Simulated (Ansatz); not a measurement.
Sr:
```
CELL_PARAMETERS angstrom
      0.00000     2.95974     2.95974
      2.95974     0.00000     2.95974
      2.95974     2.95974     0.00000
ATOMIC_POSITIONS crystal
  Sr 0.00000 0.00000 0.00000
```

Relaxed with PBEsol. Special points in fractions of this cell's reciprocal vectors: Γ (0.000, 0.000, 0.000); X (0.500, 0.000, 0.500); U (0.625, 0.250, 0.625); K (0.375, 0.375, 0.750); L (0.500, 0.500, 0.500); W (0.500, 0.250, 0.750).

Q: List the band energies nearest the Fermi level at these points for the program Ansatz at the PBEsol level (PAW).

A: In eV from the Fermi level; about four levels below and three above (degenerate sets whole), none deeper than 8.9 eV; points with the same levels are listed once.

```json
[
 {"k": "Γ", "below": "-3.76", "above": "2.39 2.39 2.39"},
 {"k": "X", "below": "-0.72", "above": "0.28 1.17 5.10"},
 {"k": "U", "below": "-0.14", "above": "0.21 0.90 3.55"},
 {"k": "L", "below": "-1.18", "above": "0.14 2.22 2.22"},
 {"k": "W", "below": "–", "above": "0.03 0.65 0.65"}
]
```

Space group Fm-3m (fcc (Cu type)). The cell was relaxed with PBEsol under the symmetry of its start. Spin–orbit coupling is left out wherever it is not named.

Potentials: the later of the program's two PAW sets.
